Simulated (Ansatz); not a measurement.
Consider the following.

CF$_{4}$:
```cif
data_C4F16
_chemical_formula_sum 'F16 C4'
_space_group_name_H-M_alt 'C2/c'
_space_group_IT_number 15
_space_group_name_Hall '-C 2yc'
_cell_length_a 8.06415
_cell_length_b 4.05902
_cell_length_c 7.97678
_cell_angle_alpha 90.000
_cell_angle_beta 119.842
_cell_angle_gamma 90.000
loop_
_space_group_symop_operation_xyz
  'x, y, z'
  '-x, -y, -z'
  '-x, y, -z+1/2'
  'x, -y, z+1/2'
  'x+1/2, y+1/2, z'
  '-x+1/2, -y+1/2, -z'
  '-x+1/2, y+1/2, -z+1/2'
  'x+1/2, -y+1/2, z+1/2'
loop_
_atom_site_label
_atom_site_type_symbol
_atom_site_symmetry_multiplicity
_atom_site_Wyckoff_symbol
_atom_site_fract_x
_atom_site_fract_y
_atom_site_fract_z
_atom_site_occupancy
F1 F 8 f 0.11226 0.00191 0.39880 1
C1 C 4 e 0.00000 0.18599 0.75000 1
F2 F 8 f 0.39489 0.12663 0.29574 1
```
(The calculation used a cell of 10 atoms; values per cell refer to that cell.)

This is the LDA-relaxed structure.

Problem. All from DFT-LDA in the program Ansatz with PAW potentials, unless another level is named. Estimate the Hill bulk and shear moduli.

Solution. 10.7 and 4.8 GPa.

Problem. And the zero-point energy?

Solution. 95.1 meV/atom.

Problem. Next, the highest zone-centre frequency (without LO–TO term)?

Solution. 1289 cm⁻¹.

The workflow started from an entry of the Crystallography Open Database (COD). Symmetry was held in the LDA relaxation; phonons on a q-mesh show no instability. The substance is a gas or liquid at ambient conditions. A crystal of weakly bound molecules computed without a dispersion correction: the cell and the soft elastic constants depend strongly on that.

Potentials: the later of the program's two PAW sets.
